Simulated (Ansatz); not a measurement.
Notes on SnClF

```yaml
crystal:
  lattice:
    - [6.10346, 0.00000, 0.00000]
    - [0.00000, 4.34894, 0.00000]
    - [0.00000, 0.00000, 10.09871]
  atoms:
    - { symbol: F, position: [0.40270, 0.25000, 0.51950] }
    - { symbol: F, position: [0.09730, 0.75000, 0.01950] }
    - { symbol: F, position: [0.90270, 0.25000, 0.98050] }
    - { symbol: F, position: [0.59730, 0.75000, 0.48050] }
    - { symbol: Cl, position: [0.39470, 0.25000, 0.86380] }
    - { symbol: Cl, position: [0.10530, 0.75000, 0.36380] }
    - { symbol: Cl, position: [0.89470, 0.25000, 0.63620] }
    - { symbol: Cl, position: [0.60530, 0.75000, 0.13620] }
    - { symbol: Sn, position: [0.21220, 0.25000, 0.08610] }
    - { symbol: Sn, position: [0.28780, 0.75000, 0.58610] }
    - { symbol: Sn, position: [0.71220, 0.25000, 0.41390] }
    - { symbol: Sn, position: [0.78780, 0.75000, 0.91390] }
```

The numbers come from plane-wave PAW DFT (Ansatz): r2SCAN, no spin polarisation, 500 eV, 4×6×3 Γ-centred k points, cold occupations (width 0.2075 eV). Nothing was relaxed.

**Question.** What is the formation energy?

**Answer.** -1.80 eV an atom against the elements' usual phases (free molecules for gases, crystals otherwise, with no correction for O₂ or N₂), so it is bound against them; other compounds may still compete. Relaxing would lower it.

**Question.** What do density and ELF say about some of the short contacts?

**Answer.** F–Sn at 2.17 Å: least valence density 0.45 e/Å³ and ELF 0.17 there. Cl–Sn at 2.51 Å: least valence density 0.43 e/Å³ and ELF 0.33 there. F–F at 2.51 Å: least valence density 0.14 e/Å³ and ELF 0.04 there, a closed-shell (ionic or weak) contact. These are pseudo-fields; inside the PAW spheres they differ from the all-electron ones.

**Question.** What does the stress say?

**Answer.** The pressure is 1.2 GPa (compression positive), so with the atoms held at these fractions the cell would first expand.

**Question.** Give the Bader charges.

**Answer.** Bader charges in e: Sn +1.49, Cl -0.69, F -0.80. In the mean Sn gives up most and F takes most.

**Question.** Metal or insulator? Give the gap.

**Answer.** The gap is 3.68 eV, indirect (the least direct gap found is 3.71 eV).

Origin: a database entry at a rescaled volume. Caveats: no spin-orbit coupling, which can shift this gap by tenths of an eV; wide smearing.
